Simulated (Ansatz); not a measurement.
YSi (CsCl type), relaxed with PBEsol (Ansatz, a quantum-chemistry and plane-wave program, plane waves, PAW): a = 3.494 Å, b = 3.494 Å, c = 3.494 Å, α = 90.00°, β = 90.00°, γ = 90.00°.

```
Quantity                              Value
------------------------------------  -----
ΔH_f (eV/atom)                        -0.49
B₀ by P(V) fit (GPa)                   79.5
highest Γ mode, no LO–TO term (cm⁻¹)    212
```

Problem. The same phase is relaxed and computed with PBE in the same code. What are the cell and these values now?

Solution. a = b = c = 3.5380 Å, α = β = γ = 90.00°.

ΔH_f (eV/atom): -0.43
B₀ by P(V) fit (GPa): 73.6
highest Γ mode, no LO–TO term (cm⁻¹): 197

Constructed cells (a structure type filled with these elements, in neither database checked): YSi, CsCl type. Unstable at this level: YSi, CsCl type with PBEsol; YSi, CsCl type with PBE. All cells were relaxed under the symmetry of their starts (and spin orders); stability against distortions was not tested throughout. Rows with no word on spin ran without spin polarisation. Spin–orbit coupling is left out wherever it is not named.

Potentials: the later of the program's two PAW sets.

Ansatz is a plane-wave DFT program.

Formation energies count from the lowest solids of the elements computed at the same level, not from gases.
